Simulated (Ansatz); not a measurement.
Relaxed-ion elastic tensor of PbS (rock salt, space group No. 225) in GPa (Voigt order), DFT-LDA in the program Ansatz with PAW potentials; density 7.96 g/cm³, 24.96 Å³ per atom.

```
 109  68.3  15.9   0.0   0.0   0.0
68.3   109  15.9   0.0   0.0   0.0
15.9  15.9   163   0.0   0.0   0.0
 0.0   0.0   0.0  20.5   0.0   0.0
 0.0   0.0   0.0   0.0  20.5   0.0
 0.0   0.0   0.0   0.0   0.0  72.9
```

Q: Is the crystal mechanically stable?

A: Yes: the smallest eigenvalue of C is 20.5 GPa.

Q: Work out the Voigt, Reuss and Hill averages.

A: K_V = 64.7, K_R = 64.7, K_H = 64.7; G_V = 41.5, G_R = 28.7, G_H = 35.1 GPa.

Q: Give Young's modulus, Poisson's ratio, Pugh's ratio and the universal anisotropy index.

A: E = 9KG/(3K + G) = 89.2 GPa; ν = 0.27; K/G = 1.84 (near the Pugh limit of 1.75, no verdict); A_U = 5G_V/G_R + K_V/K_R − 6 = 2.22.

Q: Estimate the sound speeds and the Debye temperature.

A: v_l = √((K + 4G/3)/ρ) = 3740 m/s, v_t = √(G/ρ) = 2100 m/s, mean 2340 m/s; Θ = (h/k)(3n/4πV)^(1/3) v_m = 238 K.

Space group Fm-3m (rock salt). The cell was relaxed with LDA under the symmetry of its start. At this level the phase is dynamically unstable (imaginary phonons). Spin–orbit coupling is left out wherever it is not named.

Potentials: the earlier of the program's two PAW sets. The files were generated under PBE; for other functionals the program regenerates the frozen cores, and for LDA and PBEsol the local potential too.
